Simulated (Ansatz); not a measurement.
SiSn (CsCl type, space group No. 221) under volume change, PBEsol (plane waves, PAW; program Ansatz), scaled uniformly.

| V (Å³/atom) | E − E(relaxed) (meV/atom) | P (GPa) |
|---|---|---|
| 18.585 | 45.5 | 8.67 |
| 19.198 | 19.0 | 5.27 |
| 19.811 | 4.5 | 2.40 |
| 20.423 | 0.0 | 0.00 |
| 21.036 | 3.9 | -1.95 |
| 21.649 | 14.6 | -3.62 |
| 22.261 | 31.2 | -5.01 |

What does a third-order Birch–Murnaghan fit give for V₀, B₀ and B′?

V₀ = 20.43 Å³/atom, B₀ = 72.3 GPa, B′ = 5.0.

Space group Pm-3m (CsCl type). The cell is a constructed one: a structure type filled with these elements; neither database checked (COD, Materials Project) lists it. Its standing as an ambient phase is unchecked. Symmetry was held in the PBEsol relaxation. At this level the phase is mechanically unstable. Scalar-relativistic: spin–orbit coupling is off unless named, which matters more the heavier the elements.

Potentials: the earlier of the program's two PAW sets. The files were generated under PBE; for other functionals the program regenerates the frozen cores, and for LDA and PBEsol the local potential too.
